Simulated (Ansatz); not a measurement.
TaC (NiAs type, P6_3/mmc) under volume change, PBE in the plane-wave PAW code Ansatz, shape and atoms relaxed at each volume.

```json
[
 {"V (Å³/atom)": "10.740", "E − E(relaxed) (meV/atom)": "102.5", "P (GPa)": "33.59"},
 {"V (Å³/atom)": "11.094", "E − E(relaxed) (meV/atom)": "43.1", "P (GPa)": "20.58"},
 {"V (Å³/atom)": "11.448", "E − E(relaxed) (meV/atom)": "10.2", "P (GPa)": "9.47"},
 {"V (Å³/atom)": "11.802", "E − E(relaxed) (meV/atom)": "0.0", "P (GPa)": "-0.01"},
 {"V (Å³/atom)": "12.156", "E − E(relaxed) (meV/atom)": "9.2", "P (GPa)": "-8.12"},
 {"V (Å³/atom)": "12.510", "E − E(relaxed) (meV/atom)": "35.0", "P (GPa)": "-15.07"},
 {"V (Å³/atom)": "12.864", "E − E(relaxed) (meV/atom)": "75.1", "P (GPa)": "-21.01"}
]
```

Problem. What does a third-order Birch–Murnaghan fit give for V₀, B₀ and B′?

Solution. V₀ = 11.80 Å³/atom, B₀ = 292 GPa, B′ = 4.2.

The cell is a constructed one: a structure type filled with these elements; neither database checked (COD, Materials Project) lists it. It is not the phase usual at ambient conditions (space group No. 225). The PBE relaxation kept the symmetry of its start; its stability against distortions is not shown here. The run is not spin-polarised. Spin–orbit coupling is left out wherever it is not named.

Potentials: the later of the program's two PAW sets.
